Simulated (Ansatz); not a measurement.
Relaxed ZrHg (space group P4/mmm):

```yaml
crystal:
  lattice:
    - [3.14769, 0.00000, 0.00000]
    - [0.00000, 3.14769, 0.00000]
    - [0.00000, 0.00000, 4.27044]
  atoms:
    - { symbol: Zr, position: [0.50000, 0.50000, 0.50000] }
    - { symbol: Hg, position: [0.00000, 0.00000, 0.00000] }
```

Two-dimensional scan of atom 1 (Zr, nearest neighbour Hg at 3.084 Å; its periodic images, 3.1 Å or more away, move with it): u runs along (0.707, 0.707, 0.000), v along (0.000, 0.000, 1.000) (Cartesian). Cell and other atoms are fixed.

Computed with r2SCAN (plane waves to 500 eV, PAW, scalar-relativistic; Ansatz, an electronic-structure program). k mesh 12×12×9 (Γ-centred), Fermi-Dirac smearing 0.05 eV. Energies are smeared free energies. Points where atoms come too close for the PAW data are left out (x in tables, blank in figures). With partly filled bands, energies and forces of such displacements shift with the k mesh and the smearing. Spin-orbit coupling is left out, though Hg is heavy. ZrHg is run without spin polarisation. ZrHg was relaxed with its symmetry unable to fall. ΔE is measured from the undisplaced structure. Axes are in Å.

The scan covers u from -0.770 to 0.770 Å in 7 points and v from -0.770 to 0.770 Å in 7 points.

Task: In which direction of the plane is the atom held most weakly?

Result: Along u.

Task: What are the two principal curvatures of the energy at the centre?

Result: 2.8 and 5.3 eV/Å².

(For displaced atoms, the force is minus the slope of the energy, and its curvature is a force constant, which sets phonon frequencies.)
